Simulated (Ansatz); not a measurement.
Data:

BaZrS₃:
```cif
data_Ba4S12Zr4
_chemical_formula_sum 'Ba4 Zr4 S12'
_space_group_name_H-M_alt 'Pnma'
_space_group_IT_number 62
_space_group_name_Hall '-P 2ac 2n'
_cell_length_a 7.16241
_cell_length_b 10.03207
_cell_length_c 7.03025
_cell_angle_alpha 90.000
_cell_angle_beta 90.000
_cell_angle_gamma 90.000
loop_
_atom_site_label
_atom_site_type_symbol
_atom_site_symmetry_multiplicity
_atom_site_Wyckoff_symbol
_atom_site_fract_x
_atom_site_fract_y
_atom_site_fract_z
_atom_site_occupancy
Ba1 Ba 4 c 0.05130 0.25000 0.01140 1
Zr1 Zr 4 b 0.00000 0.00000 0.50000 1
S1 S 4 c 0.00704 0.75000 0.43500 1
S2 S 8 d 0.28981 0.03411 0.28999 1
```

This is the PBE-relaxed structure.

Question: All from DFT-PBE in the program Ansatz with PAW potentials, unless another level is named. Estimate the hole effective mass.

Answer: 0.20, 0.58, 0.72 mₑ (principal values).

Question: Next, the hole effective mass with spin–orbit coupling?

Answer: 0.27, 0.40, 0.52 mₑ (principal values).

Question: Next, the band gap?

Answer: 1.06 eV (direct).

Question: Next, the gap with spin–orbit coupling?

Answer: 1.01 eV.

Question: Give the HSE06 gap on the PBE cell.

Answer: 1.84 eV.

Question: Give the valence-band maximum.

Answer: at Γ.

The cell was relaxed with PBE under the symmetry of its start. No spin polarisation was allowed. Spin–orbit coupling is left out wherever it is not named.

Potentials: the later of the program's two PAW sets.
